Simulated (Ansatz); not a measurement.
**Y₃Os: relaxation (Ansatz)**

Input:

```yaml
crystal:
  lattice:
    - [1.67536448, -5.24170992, 0.0]
    - [0.0, 2.88859384, -4.68384124]
    - [7.362187, 5.24170992, 0.0]
  atoms:
    - { symbol: "Y", position: [0.8333, 0.75, 0.75] }
    - { symbol: "Y", position: [0.25, 0.3333, 0.75] }
    - { symbol: "Y", position: [0.6667, 0.1667, 0.75] }
    - { symbol: "Y", position: [0.1667, 0.25, 0.25] }
    - { symbol: "Y", position: [0.75, 0.6667, 0.25] }
    - { symbol: "Y", position: [0.3333, 0.8333, 0.25] }
    - { symbol: Os, position: [0.0, 0.0, 0.0] }
    - { symbol: Os, position: [0.5, 0.5, 0.5] }
  symmetry: { tolerance: 0.0003 }
kpoints:
  mp_grid: { grid: [4, 4, 4], shift: [0, 0, 0] }
magnetization:
  spin_polarized: false
scf:
  occupations: { method: fermi_dirac }
hamiltonian:
  pseudopotentials: { kind: paw }
  xc: r2scan
  hubbard: { sites: [{ species: "Y", l: d, u_eff: 5.0 }], double_counting: amf }
basis:
  ecutwfc: 500
output:
  forces: true
  stress: true
  eigenvalues: true
  write_density: true
  write_potential: true
  elf: true
  volumetric_format: npy
relax:
  max_steps: 40
  cell: {}
```

The command:

```bash
ansatz run input.yaml --threads 1 --pin off --max-ram 2560MiB --backend cpu --events-out ev --progress --plain --runs-dir out
```

Origin of the cell: a known structure type with other elements, at an estimated volume, so it need not be a known compound.

The smearing width isn't typed, so it takes its default of 0.1 eV.

Output (shortened):

```
Warning: crystal.lattice misses the space group found at crystal.symmetry.tolerance 3.0e-4 in a digit that the deck types, which is why this is a warning: making the lattice exact moves one o […]
Y: projections on atomic orbitals take those of the free atom [Ar 3d10] 4s2 4p6 4d1 5s2, of charge +0.00 (hamiltonian.pseudopotentials.projection_atoms); the dataset's partial waves leave at […]
Os: projections on atomic orbitals take those of the free atom [Kr 4d10 4f14] 5s2 5p6 5d6 6s2, of charge +0.00 (hamiltonian.pseudopotentials.projection_atoms); the dataset's partial waves lea […]
Pseudopotentials: kind: paw
Pseudopotential: Y, paw, valence charge 11, recommended cutoff 500 eV (meta_gga), Y.paw.azcp
Pseudopotential: Os, paw, valence charge 16, recommended cutoff 500 eV (meta_gga), Os.paw.azcp
Functional definition: r2SCAN
  exchange = r2scan_x(k0 = k0, k1 = k1, a1 = a1)
  correlation = r2scan_c
Crystal: 8 atoms, lattice volume = 221.884 Å³
Basis set: ecut = 500 eV, 5635 PW (Γ), exchange–correlation on 180×180×288 points (64 copies of the dense FFT grid, shifted against one another)
[… 10 lines left out …]
Initial density: superposition of atomic densities (chi_scale 0.1, normalization cell, long waves of neutral atoms under a Hubbard term (reshape's long-wave potential 0.00 eV rms, cloud 3.34 Å wide))
Functional: x = r2scan, c = r2scan; τ floored in thin density (d = 2e-4 eV/Å³)
SCF iter   1: F=—  HF=-45947.234033 eV  Δρ=7.86e-2  dr2=2.97e1  dr2_τ=1.48e0
SCF iter   2: F=—  HF=-45945.221609 eV  Δρ=4.10e-2  dr2=1.09e1  dr2_τ=3.08e0
SCF iter   3: F=—  HF=-45944.449266 eV  Δρ=2.03e-2  dr2=2.43e0  dr2_τ=1.12e-1
SCF iter   4: F=—  HF=-45944.285434 eV  Δρ=8.18e-3  dr2=3.48e-1  dr2_τ=1.07e-2
SCF iter   5: F=—  HF=-45944.299673 eV  Δρ=2.58e-3  dr2=2.66e-2  dr2_τ=1.62e-3
SCF iter   6: F=—  HF=-45944.327345 eV  Δρ=1.42e-3  dr2=8.26e-3  dr2_τ=2.86e-4
SCF iter   7: F=—  HF=-45944.334950 eV  Δρ=4.64e-4  dr2=9.65e-4  dr2_τ=4.58e-5
SCF iter   8: F=—  HF=-45944.336113 eV  Δρ=1.23e-4  dr2=6.25e-5  dr2_τ=1.15e-6
SCF iter   9: F=—  HF=-45944.336477 eV  Δρ=5.25e-5  dr2=1.30e-5  dr2_τ=4.86e-7
SCF iter  10: F=—  HF=-45944.336485 eV  Δρ=1.03e-5  dr2=1.76e-7  dr2_τ=1.91e-8
SCF iter  11: F=-45944.336485 eV  HF=-45944.336485 eV  Δρ=3.74e-6  dr2=4.13e-8  dr2_τ=4.78e-9
relax step   1: F+E_penalty+E_count = -45944.336485 eV  Δ(F+E_penalty+E_count) = +0.000e0 eV  max|allowed force component| = 2.139e0 eV/Å  Δτ_max = 0.0000 Å  P = +13.152 GPa  Ω = 221.884 Å³ […]
relax step   2: F+E_penalty+E_count = -45948.566899 eV  Δ(F+E_penalty+E_count) = -4.230e0 eV  max|allowed force component| = 1.739e0 eV/Å  Δτ_max = 0.1485 Å  P = +5.783 GPa  Ω = 241.808 Å³  e […]
relax step   3: F+E_penalty+E_count = -45952.192405 eV  Δ(F+E_penalty+E_count) = -3.626e0 eV  max|allowed force component| = 8.989e-1 eV/Å  Δτ_max = 0.1926 Å  P = +0.777 GPa  Ω = 249.571 Å³ […]
relax step   4: F+E_penalty+E_count = -45953.776267 eV  Δ(F+E_penalty+E_count) = -1.584e0 eV  max|allowed force component| = 2.041e-1 eV/Å  Δτ_max = 0.0988 Å  P = -0.728 GPa  Ω = 247.804 Å³ […]
relax step   5: F+E_penalty+E_count = -45954.615819 eV  Δ(F+E_penalty+E_count) = -8.396e-1 eV  max|allowed force component| = 6.950e-2 eV/Å  Δτ_max = 0.0187 Å  P = +0.156 GPa  Ω = 243.058 Å³ […]
relax step   6: F+E_penalty+E_count = -45955.118205 eV  Δ(F+E_penalty+E_count) = -5.024e-1 eV  max|allowed force component| = 5.256e-2 eV/Å  Δτ_max = 0.0024 Å  P = +1.150 GPa  Ω = 240.001 Å³ […]
relax step   7: F+E_penalty+E_count = -45955.260885 eV  Δ(F+E_penalty+E_count) = -1.427e-1 eV  max|allowed force component| = 1.002e-2 eV/Å  Δτ_max = 0.0270 Å  P = -0.135 GPa  Ω = 247.183 Å³ […]
relax step   8: F+E_penalty+E_count = -45955.261810 eV  Δ(F+E_penalty+E_count) = -9.248e-4 eV  max|allowed force component| = 5.895e-4 eV/Å  Δτ_max = 0.0014 Å  P = +0.005 GPa  Ω = 246.523 Å³ […]
relax step   9: F+E_penalty+E_count = -45955.282253 eV  Δ(F+E_penalty+E_count) = -2.044e-2 eV  max|allowed force component| = 1.006e-3 eV/Å  Δτ_max = 0.0000 Å  P = +0.057 GPa  Ω = 246.523 Å³  stress off target by 8.63e-2 GPa […]
relax step  10: F+E_penalty+E_count = -45955.282319 eV  Δ(F+E_penalty+E_count) = -6.612e-5 eV  max|allowed force component| = 1.177e-3 eV/Å  Δτ_max = 0.0016 Å  P = +0.005 GPa  Ω = 246.878 Å³ […]
relax step  11: F+E_penalty+E_count = -45955.282382 eV  Δ(F+E_penalty+E_count) = -6.307e-5 eV  max|allowed force component| = 1.214e-3 eV/Å  Δτ_max = 0.0000 Å  P = +0.005 GPa  Ω = 246.878 Å³  stress off target by 7.42e-3 GPa […]
SCF 11 converged in 6 iterations: F = -45955.282382 eV  dr2 = 3.08e-11
basis re-selected at this cell: Δ(F+E_penalty+E_count) = -6.307e-5 eV, ΔP = +0.000 GPa vs the last step (what re-selecting the basis moved, of the pressure what is left beyond the Pulay corre […]
SCF converged after 6 iterations
Free energy (F): -45955.282382 eV
Harris-Foulkes:  -45955.282382 eV  (|F-HF|=7.28e-12)
Internal energy: -45955.080544 eV  (E = F + TS)
E sigma→0 (E₀):  -45955.181463 eV
Entropy (-TS):   -0.201838 eV (-25.230 meV/atom)
Fermi energy:    10.124899 eV
--- Per-component energies (eV) ---
  E_band       = -1356.447806
  E_kinetic    = 2959.542602
  E_local      = -8200.231676  (includes V_loc(G=0)·N_el)
  E_nonlocal   = 301.428428
  E_hartree    = 3083.025092
  E_xc         = -1511.384568
  E_vxc        = -1959.526475  (∫ρ·V_xc dr)
  E_hubbard    = -0.720416  (on-site DFT+U / exact-exchange correction)
  E_vhub       = -1.440832  (the Hubbard potential's part of the band-sum identity)
  E_paw        = -35129.692067  (= ΣΔE_a)
  E_vpaw       = -733.740383  (= ΣTr[D̂ρ^β])
  E_aug_tail   = -0.000279  (compensation charges beyond the density's cutoff)
  E_vtau       = 111.470605  (kinetic-family band-sum trace: ∫τ·v_τ [+ j·A + Jᵃ·Aᵃ] dr)
  E_ewald      = -7455.353913
  E_core_change = -1.693746  (= ΣΔE_core)
  E_smearing   = -0.201838  (= −TS)
  Σ components = -45955.282382   (vs F -45955.282382, Δ=0.00e0)
DFT+U double counting: amf (around mean field; hamiltonian.hubbard.double_counting)
--- Forces (eV/Å), atoms counted from 1 ---
  atom   1  Y      0.000388    -0.001214     0.000000
  atom   2  Y      0.000000     0.000669    -0.001085
  atom   3  Y     -0.000388     0.000545     0.001085
  atom   4  Y     -0.000388     0.001214    -0.000000
  atom   5  Y     -0.000000    -0.000669     0.001085
  atom   6  Y      0.000388    -0.000545    -0.001085
  atom   7  Os     0.000000     0.000000    -0.000000
  atom   8  Os    -0.000000     0.000000     0.000000
  max |Σ_I F_I| component: 8.08e-18 eV/Å
--- Stress (GPa, compression-positive) ---
        0.000226      -0.002298      -0.001417
       -0.002298       0.006681      -0.000453
       -0.001417      -0.000453       0.007136
  P = ⅓ Tr σ = 0.0047 GPa (0.047 kbar)
Occupation matrices written to <dir>
--- Relaxed structure (9 steps of the walk, 9 accepted, 2 SCFs on fresh bases) ---
  F+E_penalty+E_count = -45955.282382 eV   max|allowed force component| = 1.214e-3 eV/Å   (the final SCF, on the basis selected at the relaxed cell)
  cell:  # Å, volume = 246.8780 Å³
    - [2.009511, -6.287156, 1.624e-6]
    - [-5.107e-15, 3.464718, -5.618024]
    - [5.455843, 5.208525, -0.665209]
  atoms:
    - { symbol: Y, position: [0.911288, 0.750000, 0.750000] }
    - { symbol: Y, position: [0.250000, 0.411288, 0.750000] }
    - { symbol: Y, position: [0.588712, 0.088712, 0.750000] }
    - { symbol: Y, position: [0.088712, 0.25, 0.250000] }
    - { symbol: Y, position: [0.75, 0.588712, 0.250000] }
    - { symbol: Y, position: [0.411288, 0.911288, 0.250000] }
    - { symbol: Os, position: [1.548e-18, 1.655e-18, -3.670e-19] }
    - { symbol: Os, position: [0.5, 0.500000, 0.500000] }
```

Caveats: no dispersion correction, so spacings can come out too large where layers or molecules are weakly bound; no moments, though an odd count or open d shells may carry them; no spin-orbit coupling, though heavy elements are present; the k mesh is coarse if the cell is a metal; the relaxation held the start's symmetry, so the end may be a saddle point.

Time: 7.1 min on 1 thread of Arm Neoverse V1 (shared host), peak memory 1.4 GiB, from the program's own first density.
